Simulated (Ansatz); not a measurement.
Consider the following.

MgO:
```
MgO
1.0
    3.22572     0.00000     0.00000
   -1.61286     2.79356     0.00000
    0.00000     0.00000    15.30533
Mg O
6 6
Direct
  0.66667   0.33333   0.64816
  0.66667   0.33333   0.97935
  0.33333   0.66667   0.81375
  0.33333   0.66667   0.48195
  0.33333   0.66667   0.14754
  0.00000   0.00000   0.31375
  0.66667   0.33333   0.85162
  0.66667   0.33333   0.52040
  0.33333   0.66667   0.01851
  0.33333   0.66667   0.68603
  0.33333   0.66667   0.35293
  0.00000   0.00000   0.18599
```

This is the LDA-relaxed structure. x, y and z are the axes in which the lattice vectors are written.

Task: All from the program Ansatz at the LDA level (PAW), unless another level is named. Predict the Hill bulk and shear moduli.

Result: 129 and 48.8 GPa.

Task: And the piezoelectric stress constants (proper, relaxed ions, C/m²)?

Result: e15 = e24 = 0.44, e31 = e32 = 0.63, e33 = -1.48.

Task: Next, the highest zone-centre frequency (without LO–TO term)?

Result: 680 cm^-1.

Space group P3m1. The first step of the workflow began from a Materials Project structure, measured or hypothetical; the Crystallography Open Database copy checked does not list it. It is not the phase usual at ambient conditions (space group No. 225). Symmetry was held in the LDA relaxation; phonons on a q-mesh show no instability.

Potentials: the later of the program's two PAW sets.
